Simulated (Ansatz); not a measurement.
What a change of settings does to a run on TiB2

Structure from Materials Project entry mp-1145 (possibly hypothetical), not relaxed further.

First run: DFT, PBEsol, all-electron LAPW, scalar-relativistic (Ansatz 0.2.0).

Command: `ansatz run input.yaml --threads 1 --pin off --max-ram 4096MiB --backend cpu --events-out ev --progress --plain --runs-dir out` The run took 25 s on 1 thread of Arm Neoverse V1, with other jobs on the host.

```yaml
crystal:
  lattice:
    - [3.0259273119, 0.0, 0.0]
    - [-1.5129636559, 2.6205299221, 0.0]
    - [0.0, 0.0, 3.22876771]
  atoms:
    - { symbol: Ti, position: [0.0, 0.0, 0.0] }
    - { symbol: B, position: [0.3333333333, 0.6666666667, 0.5] }
    - { symbol: B, position: [0.6666666667, 0.3333333333, 0.5] }
kpoints:
  mp_grid: { grid: [12, 12, 10] }
  band_path:
    path:
      - [0.0, 0.0, 0.0]
      - [0.5, 0.0, 0.0]
      - [0.3333333333, 0.3333333333, 0.0]
      - [0.0, 0.0, 0.0]
      - [0.0, 0.0, 0.5]
      - [0.5, 0.0, 0.5]
      - [0.3333333333, 0.3333333333, 0.5]
      - [0.0, 0.0, 0.5]
      - [0.5, 0.0, 0.5]
    npoints: 14
scf:
  occupations: { method: fermi_dirac, width: 0.03 }
hamiltonian:
  xc: pbesol
  pseudopotentials: { kind: all_electron, lapw: { basis_error: 0.001 } }
output:
  forces: true
  stress: true
  eigenvalues: true
  fatbands: true
  populations: true
  dos: { projected: true, de: 0.2, e_range: [-14, 8] }
```

Result: converged; pressure -4.62 GPa; no gap on the k mesh; 7 SCF iterations.

A second input differs as follows:

```diff
@@ -24,4 +24,6 @@
 scf:
   occupations: { method: fermi_dirac, width: 0.03 }
+  mixing: { algorithm: anderson, beta: 0.001, ndim: 1 }
+  max_iter: 75
 hamiltonian:
   xc: pbesol
@@ -31,6 +33,4 @@
   stress: true
   eigenvalues: true
-  fatbands: true
   populations: true
-  dos: { projected: true, de: 0.2, e_range: [-14, 8] }
```

Q: Does the change harm the result?

A: Not here: the run converged; energy at zero smearing 0.0 meV/atom from the first run; pressure -4.61 GPa; no gap on the k mesh; 36 SCF iterations, so the odd setting did no harm in this case.
